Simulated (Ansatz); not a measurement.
A geometry of Rh away from equilibrium: the start of the relaxation of a generated trial cell of Rh in the AFLOW prototype A_tI4_139_e (as in Si). Level of theory: PBE (plane waves to 420 eV, PAW, scalar-relativistic; Ansatz, a quantum-chemistry and plane-wave program). Γ-centred k-mesh 15×15×15 on the run's cell (coarser than for final values), Fermi–Dirac smearing 0.05 eV.

```xyz
2
Lattice="-1.5229 1.5229 2.9576 1.5229 -1.5229 2.9576 1.5229 1.5229 -2.9576" Properties=species:S:1:pos:R:3 pbc="T T T"
Rh     0.0000     0.0000     4.8446
Rh     0.0000     0.0000     1.0707
```

What forces act on the atoms (eV/Å)?


```
atom    Fx    Fy     Fz
----  ----  ----  -----
Rh1   0.00  0.00  -1.22
Rh2   0.00  0.00   1.22
```

What is the pressure?

+85.5 GPa, compression positive.

How much energy per atom can still be gained by relaxing?

1.35 eV/atom; the path ends in I4/mmm (No. 139).

No spin polarisation in the result.

The run could not lose the symmetry of its start, so the end can be a saddle point.

The end of the path is a generated cell of Rh: the first start was made by placing the elements on the sites of a structure type, and the end was not matched to a known phase here, so it may be hypothetical. Known forms of Rh include space group No. 225.
